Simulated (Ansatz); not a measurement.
A trial cell of ScAl4N, before relaxation:

```cif
data_structure
_symmetry_space_group_name_H-M 'P 1'
_symmetry_Int_Tables_number 1
_cell_length_a 4.1460
_cell_length_b 5.1651
_cell_length_c 5.1651
_cell_angle_alpha 60.386
_cell_angle_beta 90.000
_cell_angle_gamma 90.000
_cell_volume 96.16
loop_
_atom_site_label
_atom_site_type_symbol
_atom_site_fract_x
_atom_site_fract_y
_atom_site_fract_z
_atom_site_occupancy
Sc1 Sc 0.00000 0.66656 0.66656 1
Al1 Al 0.00000 0.33354 0.33354 1
Al2 Al 0.50000 0.49990 0.49990 1
Al3 Al 0.50000 0.00055 0.49986 1
Al4 Al 0.50000 0.49986 0.00055 1
N1 N 0.00000 0.00022 0.00022 1
```

Theory: DFT PBE, scalar-relativistic, plane waves, PAW (Ansatz). Cutoff 420 eV, Gaussian smearing, Γ-centred meshes. Cell and atoms relax first on a coarse mesh and then on a finer one. In between, the cell is made exact in the group found at 0.06 Å. In metals the finer mesh still leaves noise of several meV/atom or more. The steps can't lower the symmetry of their start. No spin polarisation in the relaxation; trial moments died out in a coarse test.

A guess keeps its type if space group and coordination stay and the shape of the cell changes little (axis ratios within about 15 %, angles within 6°); the volume may change.

Q: Does this structure survive the relaxation?

A: It doesn't keep its type. The symmetry stays Amm2 (No. 38). The volume per atom grows by 24.3 %, from 16.0 to 19.9 Å³. The shortest distance goes from 2.55 Å (Al–Al) to 1.86 Å (Al–N). Counting neighbours within 15 % of an atom's shortest distance, the start has Al 6/8, N 18, Sc 6 and the end Al 1/2/8, N 1, Sc 2. In detail, at the end around Sc lie 2 N at 2.40 Å, 7 Al at 2.87–2.97 Å and 2 Al at 3.26 Å; Al on a site of symmetry mm2 is surrounded by 1 N at 1.86 Å, 2 Al at 2.75 Å, 1 Sc at 2.87 Å and 4 Al at 3.02 Å; N is surrounded by 1 Al at 1.86 Å, 2 Sc at 2.40 Å and 4 Al at 2.80 Å; 2 more sites not described.

Space group Amm2 (No. 38). a = 4.934 Å, b = 4.730 Å, c = 10.246 Å, α = 90.00°, β = 90.00°, γ = 90.00°
```csv
atom,site,symmetry,x,y,z
Sc,2a,mm2,0.0000,0.0000,0.3810
Al,2a,mm2,0.0000,0.5000,0.1614
Al,2b,mm2,0.5000,0.5000,0.0422
Al,4e,m..,0.5000,0.2491,0.2861
N,2a,mm2,0.0000,0.5000,0.3426
```

The last run used an 8×10×10 mesh (in the run's order of axes) for its 6-atom cell and Gaussian smearing of 0.10 eV. Symmetry constrained the relaxation, so the result can be a saddle point. Another cell of ScAl4N relaxed alike, in R3m, lies 234 meV/atom lower, so this cell isn't the stable form at this level.

In counts of neighbours, a slash parts the counts of unlike sites.
